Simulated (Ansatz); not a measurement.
**HfH$_{3}$: why energy differences converge before total energies**

Theory: DFT PBEsol, scalar-relativistic, plane waves, PAW (Ansatz).

```xyz
4
Lattice="-1.5265 1.5265 3.0340 1.5265 -1.5265 3.0340 1.5265 1.5265 -3.0340" Properties=species:S:1:pos:R:3 pbc="T T T"
Hf    0.0000    0.0000    0.0000
H     0.0000    1.5265    1.5170
H     1.5265    0.0000    1.5170
H     0.0000    0.0000    3.0340
```

```json
{
  "Γ-centred k-mesh": "20×20×20",
  "occupation rule": "Gaussian smearing, 0.1 eV",
  "spin treatment": "unpolarised"
}
```

A second cell has all atoms moved and the lattice slightly strained:

```yaml
crystal:
  lattice:
    - [-1.51737, 1.51271, 3.06452]
    - [1.50010, -1.52301, 3.06101]
    - [1.54683, 1.55246, -3.06970]
  atoms:
    - { symbol: Hf, position: [0.99757, 0.99572, 0.99089] }
    - { symbol: H, position: [0.73274, 0.25752, 0.48570] }
    - { symbol: H, position: [0.22152, 0.72144, 0.48195] }
    - { symbol: H, position: [0.50363, 0.51251, 0.97904] }
```

It ran on a 10×10×12 mesh, another than the first cell's, which shifts the difference by nearly the same amount at every cutoff. Both were run at several values of the cutoff; energies per atom at zero smearing, errors against the largest value (420 eV), which isn't proved converged itself.

```json
{"cutoff": "250 eV", "error, first cell (meV)": "281.86", "error, second cell (meV)": "281.99"}
{"cutoff": "300 eV", "error, first cell (meV)": "39.58", "error, second cell (meV)": "39.22"}
{"cutoff": "350 eV", "error, first cell (meV)": "7.19", "error, second cell (meV)": "6.87"}
```

Task: At the largest value the second cell lies 21.24 meV/atom above the first. What is the error of that difference at each value, and where does each quantity come within 1 meV/atom?

Result: The error of the difference is the second cell's error less the first's:
```csv
cutoff,difference (meV),its error (meV)
250 eV,21.38,0.13
300 eV,20.88,-0.36
350 eV,20.93,-0.32
```

No value below the largest brings the first cell's total energy within 1 meV/atom, while the difference is there from 250 eV on. Most of the error cancels, by a factor of about 109 in the median. A missing short wave mostly misdescribes the region near each nucleus, which both cells share; what doesn't cancel comes largely from the change of volume and bonding.